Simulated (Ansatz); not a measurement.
This run works on a generated trial structure, not on a known crystal.

Input and command of a plane-wave DFT calculation in Ansatz:

```yaml
crystal:
  lattice:
    - [2.11464107, 1.22088859, 6.90638882]
    - [-2.11464107, 1.22088859, 6.90638882]
    - [0.0, -2.44177718, 6.90638882]
  atoms:
    - { symbol: Al, position: [0.625, 0.625, 0.625] }
    - { symbol: Al, position: [0.125, 0.125, 0.125] }
    - { symbol: Al, position: [0.875, 0.875, 0.875] }
    - { symbol: Al, position: [0.375, 0.375, 0.375] }
    - { symbol: "N", position: [0.0, 0.0, 0.0] }
basis:
  ecutwfc: 420
kpoints:
  mp_grid: { grid: [6, 6, 6] }
hamiltonian:
  xc: pbe
scf:
  occupations: { method: gaussian, width: 0.1 }
  lower_state_search: "off"
output:
  forces: true
  stress: true
  eigenvalues: true
relax:
  adjacent_minimum: "off"
  f_tol: 0.04
  max_steps: 70
  cell: { stress_tol: 0.4 }
```

```bash
ansatz run input.yaml --threads 1 --pin off --max-ram 2560MiB --backend cpu --events-out ev --progress --plain --runs-dir out
```

Processor: AMD EPYC (Zen 3), 1 thread, on a host shared with other jobs.

Task: Estimate time, memory and problem size.

Result: About 100 s, peak memory 0.39 GiB. It solves 14 bands at 32 k points (after reduction by symmetry) with about 1315 plane waves (on the last cell), in 110 SCF iterations over 18 ionic steps.
